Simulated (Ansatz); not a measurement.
This Mg2Te3O structure is the end of a relaxation. The cell was found from a structure generator's guess, not taken from experiment.

These are results of DFT PBE, scalar-relativistic, plane waves, PAW (Ansatz), not measurements. Cutoff 420 eV, Γ-centred mesh, Gaussian smearing, no spin polarisation.

```xyz
6
Lattice="-2.9092 2.9092 5.6058 2.9092 -2.9092 5.6058 2.9092 2.9092 -5.6058" Properties=species:S:1:pos:R:3 pbc="T T T"
Mg    0.0000    2.9092    2.8029
Mg    2.9092    0.0000    2.8029
Te    0.0000    0.0000    5.6058
Te    0.0000    2.9092    0.0000
Te    2.9092    0.0000    0.0000
O     0.0000    0.0000    0.0000
```

Formation energies are uncorrected and refer to the elements' standard structures at the same level (O₂ as a molecule).

Question: What space group does it have?

Answer: I4/mmm (No. 139). Conventional cell: a = 5.818 Å, c = 11.212 Å. Around Mg lie 2 Te at 2.80 Å; Te on a site of symmetry 4/mmm is surrounded by 4 Te at 2.91 Å; Te on a site of symmetry mmm is surrounded by 2 Mg at 2.80 Å, 2 O at 2.91 Å and 2 Te at 2.91 Å; around O lie 4 Te at 2.91 Å (long against covalent radii, as for large ions).

Question: What is its formation energy per atom?

Answer: +0.33 eV/atom. The separate elements lie lower, so it is unstable against them.

Question: Is it a metal?

Answer: Yes, bands cross the Fermi level on the 10×10×10 mesh.

The last run used a 10×10×10 mesh for its 6-atom cell and Gaussian smearing of 0.10 eV. These runs have no spin–orbit coupling, which can matter for Te. The reference form of Te is held partly by dispersion forces, which this level lacks. Symmetry constrained the relaxation, so the result can be a saddle point. Another cell of Mg2Te3O relaxed alike, in P4mm, lies 1.02 eV/atom lower, so this cell isn't the stable form at this level.
